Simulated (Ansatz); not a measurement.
Ti3AlC2:
Space group P6₃/mmc (No. 194); a = b = 3.0506 Å, c = 18.4959 Å, α = β = 90.00°, γ = 120.00°

```
atom  site  symmetry       x       y       z
----  ----  --------  ------  ------  ------
Ti      4f       3m.  0.6667  0.3333  0.1269
Ti      2a      -3m.  0.0000  0.0000  0.0000
Al      2b      -6m2  0.0000  0.0000  0.2500
C       4f       3m.  0.3333  0.6667  0.0692
```

Relaxed at zero pressure with PBEsol in the plane-wave PAW code Ansatz.

Problem. The volume is raised by 6 % and shape and atoms relax at that volume. What pressure results, and how do the axes share the change?

Solution. -8.5 GPa; a 1.7 %, b 1.7 %, c 2.4 %; the energy rises by 21 meV/atom.

Problem. Give the new structure.

Solution. 
Space group P6₃/mmc (No. 194); a = b = 3.1038 Å, c = 18.9395 Å, α = β = 90.00°, γ = 120.00°

```json
[
 {"atom": "Ti", "site": "4f", "symmetry": "3m.", "x": "0.6667", "y": "0.3333", "z": "0.1245"},
 {"atom": "Ti", "site": "2a", "symmetry": "-3m.", "x": "0.0000", "y": "0.0000", "z": "0.0000"},
 {"atom": "Al", "site": "2b", "symmetry": "-6m2", "x": "0.0000", "y": "0.0000", "z": "0.2500"},
 {"atom": "C", "site": "4f", "symmetry": "3m.", "x": "0.3333", "y": "0.6667", "z": "0.0684"}
]
```

The phase is kept; no other phase was compared at this pressure.

Space group P6_3/mmc. The first step of the workflow began from a Materials Project structure, measured or hypothetical; the Crystallography Open Database files this formula in space group No. 194, but the cells were not matched. Its standing as an ambient phase is unchecked. The cell was relaxed with PBEsol under the symmetry of its start; its stability against distortions is not shown here. The run is not spin-polarised.

Potentials: the earlier of the program's two PAW sets. The files were generated under PBE; for other functionals the program regenerates the frozen cores, and for LDA and PBEsol the local potential too.
